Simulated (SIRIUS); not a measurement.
Input and output of a self-consistent single point for MoS2 (R3m, 3 atoms in the cell; from Materials Project mp-1434, changed as shown) (SIRIUS).

Computed with PBE, PseudoDojo 0.5 standard norm-conserving PBE (tails mended) pseudopotentials (plane waves; SIRIUS).

The change in words: lattice scaled by 0.98. Reference geometry (R3m):
```yaml
crystal:
  lattice:
    - [1.59215, 0.91923, 6.48210]
    - [-1.59215, 0.91923, 6.48210]
    - [0.00000, -1.83846, 6.48210]
  atoms:
    - { symbol: Mo, position: [0.99978, 0.99978, 0.99978] }
    - { symbol: S, position: [0.41294, 0.41294, 0.41294] }
    - { symbol: S, position: [0.25330, 0.25330, 0.25330] }
```

Reference input (self-consistent single point, DFT, PBE, plane waves, PseudoDojo 0.5 standard norm-conserving PBE (tails mended) pseudopotentials): parameters.ngridk = 8 8 8; parameters.xc_functionals = [XC_GGA_X_PBE, XC_GGA_C_PBE]; parameters.gk_cutoff = 8.944 1/bohr; parameters.pw_cutoff = 17.889 1/bohr; parameters.smearing = fermi_dirac; parameters.smearing_width = 0.000734986 Ha; potentials = PseudoDojo 0.5 standard norm-conserving PBE (tails mended) pseudopotentials; parameters.electronic_structure_method = pseudopotential; parameters.num_bands = 17; parameters.num_mag_dims = 0; parameters.num_dft_iter = 100; parameters.energy_tol = 1e-07 Ha. This run's input differs from it in these lines:

```diff
@@ -32,7 +32,7 @@
     "lattice_vectors": [
-      [0.2363022185, 0.1364291152, 0.9620542101],
-      [-0.2363022185, 0.1364291152, 0.9620542101],
-      [0.0, -0.2728582303, 0.9620542101]
+      [0.2363022223, 0.1364290507, 0.9620542255],
+      [-0.2363022223, 0.1364290507, 0.9620542255],
+      [0.0, -0.2728582529, 0.9620542255]
     ],
-    "lattice_vectors_scale": 12.73254,
+    "lattice_vectors_scale": 12.477889,
     "atom_coordinate_units": "A",
@@ -45,7 +45,7 @@
       "Mo": [
-        [0.0, 0.0, 19.442021814]
+        [0.0, -9.998e-07, 19.0531813777]
       ],
       "S": [
-        [0.0, 0.0, 8.0300967831],
-        [-0.0, -0.0, 4.9258061289]
+        [0.0, -4.129e-07, 7.8694948474],
+        [0.0, -2.533e-07, 4.8272900063]
       ]
```

The program printed (abridged):

```
[find] density tolerance         : 1e-06
[find] total energy tolerance    : 1e-07
[find] iter_solver_tol (initial) : 0.01
[find] iter_solver_tol (target)  : 1e-13
[find] num_dft_iter              : 100
Charges and magnetic moments
--------------------------------------------------------------------------------
total charge          : 26.000000
[find] | SCF iteration   0 out of 100|
[diagonalize] iterative solver tolerance (occupied, empty): 0.01 0.01
[diagonalize] average number of iterations: 2.09231
[find] Charges and magnetic moments
[find] total charge          : 26.000000
[find] Energy
   [... lines left out ...]

[find] Charges and magnetic moments
[find] total charge          : 26.000000
[find] Energy
[find] smearing (-TS)                 :      -0.00000000
[find] Total energy                   :     -92.37855579 (Ha),    -184.75711159 (Ry)
[find] Free energy (E-TS)             :     -92.37855579 (Ha),    -184.75711159 (Ry)
[find] band gap (eV)                  :       1.24501945
[find] Efermi                         :       0.41845772
[find] iteration : 15, RMS (target) : 8.1370e-07 (1.0000e-06) , energy difference (target) : -1.4353e-12 (1.0000e-07)
[find] bands are converged : true
[find] iterative solver converged : true
[find] converged after 16 SCF iterations!
[find] Charges and magnetic moments
[find] total charge          : 26.000000
[find] Energy
[find] smearing (-TS)                 :      -0.00000000
[find] Total energy                   :     -92.37855579 (Ha),    -184.75711159 (Ry)
[find] Free energy (E-TS)             :     -92.37855579 (Ha),    -184.75711159 (Ry)
[find] band gap (eV)                  :       1.24501945
[find] Efermi                         :       0.41845772
[ground_state] === stress tensor components [kbar] ===
[ground_state] === stress_total ===
[ground_state]  -103.716940    0.000000    0.000000
[ground_state]     0.000000 -103.717017   -0.000005
[ground_state]     0.000000   -0.000005 -127.797384
[ground_state] ==== total Forces in Ha/bohr =====
[ground_state] atom:    0, force:      -0.0000000      0.0000000     -0.0000126
[ground_state] atom:    1, force:       0.0000000     -0.0000000      0.0243229
[ground_state] atom:    2, force:       0.0000000      0.0000000     -0.0243099
```

The run converged in 16 iterations. SIRIUS prints the stress tensor with tension positive. Against the reference run the free energy goes up by 42.2 meV/atom, the pressure goes from 1.42 to 11.17 GPa, the largest force goes from 0.169 to 1.251 eV/Å and the gap on the mesh hardly changes (1.248 to 1.245 eV).

Forces above 1 eV/Å remain at this geometry. The structure comes from a collection of computed structures, made at another level of theory; the collection holds predicted forms beside known ones.

Cost on one core: roughly 6 core-minutes.

The gap that the log prints is read on the run's mesh, which can miss the band edges or a crossing.

“Tails mended”: in these copies of the files the far tail of each local potential was reset to the Coulomb form.
